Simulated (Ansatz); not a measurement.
# CrH₁₀S₂N₄O₈ and a variant

Base: a structure deposited in the COD, its atoms then relaxed with r2SCAN in this cell.

```xyz
25
Lattice="5.4568 0.0000 0.0000 -0.7547 5.6591 0.0000 -1.6954 -0.4602 7.0506" Properties=species:S:1:pos:R:3 pbc="T T T"
Cr    0.0000    0.0000    0.0000
H     3.8493    3.8975    1.8014
H    -0.8426    1.3014    5.2492
H    -0.8377    5.1054    2.5758
H     3.8444    0.0936    4.4749
H     1.1956    4.2684    2.0280
H     1.8111    0.9305    5.0226
H     0.2841    3.1843    2.9366
H     2.7227    2.0146    4.1141
H     0.4694    2.9701    1.2574
H     2.5373    2.2289    5.7932
S     2.8249    1.2355    1.5005
S     0.1818    3.9634    5.5501
N    -0.7858    4.5111    1.7471
N     3.7925    0.6878    5.3036
N     0.3609    3.6517    2.0131
N     2.6458    1.5472    5.0376
O     4.0344    1.3722    0.6234
O    -1.0277    3.8267    6.4273
O     1.5829    1.2404    0.6629
O     1.4238    3.9585    6.3877
O     2.7846    2.4249    2.3788
O     0.2221    2.7741    4.6719
O     2.9251    0.0115    2.3134
O     0.0816    5.1875    4.7372
```

Atoms are numbered from 1 in the order listed; like atoms form one site, named after its first atom.

Computed with Ansatz: DFT, r2SCAN, plane waves and PAW, scalar-relativistic, 500 eV cutoff, Γ-centred 4×4×3 k-points, Fermi–Dirac smearing 0.02 eV.

Q: Variant: x and y stretched by 2 %, ions at fixed fractional positions. What happens to the gradients (10²¹ V/m²)?

A: 

```csv
site,atoms,V_zz base,η base,V_zz variant,η variant
Cr,1,-16.53,0.65,-15.85,0.66
H2,"2, 3",2.91,0.14,2.52,0.15
H4,"4, 5",3.32,0.11,3.18,0.11
H6,"6, 7",2.45,0.06,2.10,0.06
H8,"8, 9",2.48,0.07,2.40,0.06
H10,"10, 11",3.05,0.07,2.87,0.07
S,"12, 13",-1.13,0.36,-1.14,0.28
N14,"14, 15",10.40,0.85,10.59,0.83
N16,"16, 17",6.11,0.19,6.21,0.15
O18,"18, 19",14.30,0.07,15.06,0.06
O20,"20, 21",14.54,0.01,15.35,0.01
O22,"22, 23",13.42,0.10,14.24,0.13
O24,"24, 25",13.18,0.13,14.07,0.13
```

The largest change of V_zz is on O24, from 13.18 to 14.07. In per cent, |V_zz| changes by -4 on Cr, -14 to -3 on H, +1 on S, +2 on N, +5 to +7 on O (all sites that start above 0.5).

The run isn't spin-polarised; if Cr carries unpaired electrons in the real compound, its values differ. The lattice is static: at room temperature NH₃ may turn and average the couplings of its hydrogen.
For the base: With a gap of 0.3 eV on this mesh, the gradients can still move by some per cent as the k-mesh gets denser.
For the variant: With a gap of 0.4 eV on this mesh, the gradients can still move by some per cent as the k-mesh gets denser. At this changed cell the r2SCAN pressure is -7 GPa. The atoms aren't relaxed in the changed cell (largest force 1.0 eV/Å).
